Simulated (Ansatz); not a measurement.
Cu Kα1 powder pattern (kinematic, no thermal factors).
2θ (°) (relative intensity): 22.09 (13), 22.55 (11), 31.78 (100), 32.11 (64), 39.32 (12), 45.07 (12), 46.04 (23), 50.97 (3), 51.63 (6), 51.86 (3), 56.41 (26), 57.03 (40), 66.40 (16), 67.16 (8), 71.10 (3), 71.65 (2), 74.77 (9), 76.21 (9), 76.39 (11), 79.27 (2), 80.69 (3), 84.58 (8), 88.10 (1)

The pattern is computed from a structure relaxed with DFT PBE, scalar-relativistic, plane waves, PAW (Ansatz). No spin polarisation. Its elements are Bi, F, Nb.

**Question.** Give the structure.

**Answer.** NbBiF.
Space group P4/mmm (No. 123). a = 3.939 Å, b = 3.939 Å, c = 4.020 Å, α = 90.00°, β = 90.00°, γ = 90.00°
```json
{"atom": "Nb", "site": "1a", "symmetry": "4/mmm", "x": "0.0000", "y": "0.0000", "z": "0.0000"}
{"atom": "Bi", "site": "1d", "symmetry": "4/mmm", "x": "0.5000", "y": "0.5000", "z": "0.5000"}
{"atom": "F", "site": "1b", "symmetry": "4/mmm", "x": "0.0000", "y": "0.0000", "z": "0.5000"}
```

A pattern alone doesn't exclude other cells with like lines; this is the one computed.

Another cell of NbBiF relaxed alike, in P4/mmm, lies 0.61 eV/atom lower, so this cell isn't the stable form at this level.

The cell was found from a structure generator's guess, not taken from experiment.
